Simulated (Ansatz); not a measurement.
Relaxed-ion elastic tensor of Nb3Ir (Cu3Au type, Pm-3m) in GPa (Voigt order), the program Ansatz at the r²SCAN level (PAW); density 11.44 g/cm³, 17.09 Å³ per atom.

```
  104    271    271    0.0    0.0    0.0
  271    104    271    0.0    0.0    0.0
  271    271    104    0.0    0.0    0.0
  0.0    0.0    0.0  -25.6    0.0    0.0
  0.0    0.0    0.0    0.0  -25.6    0.0
  0.0    0.0    0.0    0.0    0.0  -25.6
```

**Question.** Is the crystal mechanically stable?

**Answer.** No: the smallest eigenvalue of C is -167 GPa.

The cell is a constructed one: a structure type filled with these elements; neither database checked (COD, Materials Project) lists it. COD files the formula under space group No. 223. Whether it is the stable phase at ambient conditions was not checked. Symmetry was held in the r²SCAN relaxation. At this level the phase is mechanically unstable. The run is not spin-polarised. As this level gives no gap, shear constants depend on the k-mesh and smearing (Fermi–Dirac, 0.1 eV here). Scalar-relativistic: spin–orbit coupling is off unless named, which matters more the heavier the elements.

Potentials: the earlier of the program's two PAW sets.
